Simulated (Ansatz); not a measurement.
**ZnS: computed property card**

ZnS:
```
ZnS
1.0
    3.74297     0.00000     0.00000
   -1.87149     3.24151     0.00000
    0.00000     0.00000    18.37401
Zn S
6 6
Direct
  0.00000   0.00000   0.00002
  0.00000   0.00000   0.50002
  0.33333   0.66667   0.16688
  0.66667   0.33333   0.66688
  0.66667   0.33333   0.33330
  0.33333   0.66667   0.83330
  0.00000   0.00000   0.12509
  0.00000   0.00000   0.62509
  0.33333   0.66667   0.29162
  0.66667   0.33333   0.79162
  0.66667   0.33333   0.45809
  0.33333   0.66667   0.95809
```

Space group P6_3mc (No. 186), 6H polytype; conventional cell a = 3.743 Å, b = 3.743 Å, c = 18.374 Å, α = 90.00°, β = 90.00°, γ = 120.00°.

Method: DFT-LDA in the program Ansatz with PAW potentials. Geometry: relaxed at this level of theory. Other levels are named where they apply.

### Cell and energy

```yaml
volume_per_atom: 18.58 Å³
density: 4.35 g/cm³
Formation energy from the elements (no fitted shifts): -81 kJ/mol-atom
```

### Electronic structure

```yaml
band_gap: 2.15 eV (direct)
valence_band_maximum: at Γ
conduction_band_minimum: at Γ
electron_effective_mass: 0.17 mₑ (isotropic)
Hole effective mass, band 1 of 2 at the edge: 1.5 along x, 1.4 along z (mₑ)
Hole effective mass, band 2 of 2 at the edge: 0.16 along x, 1.4 along z (mₑ)
```

### Mechanics

```yaml
Bulk modulus (Birch–Murnaghan fit): 86.3 GPa
Pressure derivative B′: 4.4
Elastic constants (relaxed ions, GPa): C11 = 139, C12 = 66.8, C13 = 51.5, C33 = 159, C44 = 31.8
mechanical_stability: stable (all eigenvalues of C positive)
hill_bulk_and_shear_moduli: 86.3 and 37.1 GPa
Young's modulus: 97.5 GPa
Poisson's ratio: 0.31
debye_temperature_from_the_elastic_constants: 367 K
Piezoelectric stress constants (proper, relaxed ions, C/m²): e15 = e24 = -0.10, e31 = e32 = -0.12, e33 = 0.18
```

### Dielectric response

```yaml
Electronic dielectric constant ε∞ (DFPT): 6.16 (xx = yy), 6.29 (zz)
Static dielectric constant ε0 (ions relaxed, cell fixed): 8.72 (xx = yy), 9.00 (zz)
Born charges (a third of the trace): Zn +1.89 to +1.91, S -1.90 e
```

### Phonons

```yaml
Highest zone-centre frequency (without LO–TO term): 348 cm^-1
zone_centre_stability: no imaginary mode at Γ
dynamical_stability_on_the_path: stable (no imaginary branch)
zero_point_energy: 41.2 meV/atom
Vibrational entropy at 300 K: 28.8 J/(K·mol of atoms)
```

The workflow started from an entry of the Crystallography Open Database (COD). Its sites differ from those of the usual phase in this space group: another stacking or structure type. Symmetry was held in the LDA relaxation. Signs of piezoelectric constants follow the polarity of the cell as given. The references are the lowest solids computed at this level, not always the standard phases.

Potentials: the later of the program's two PAW sets.
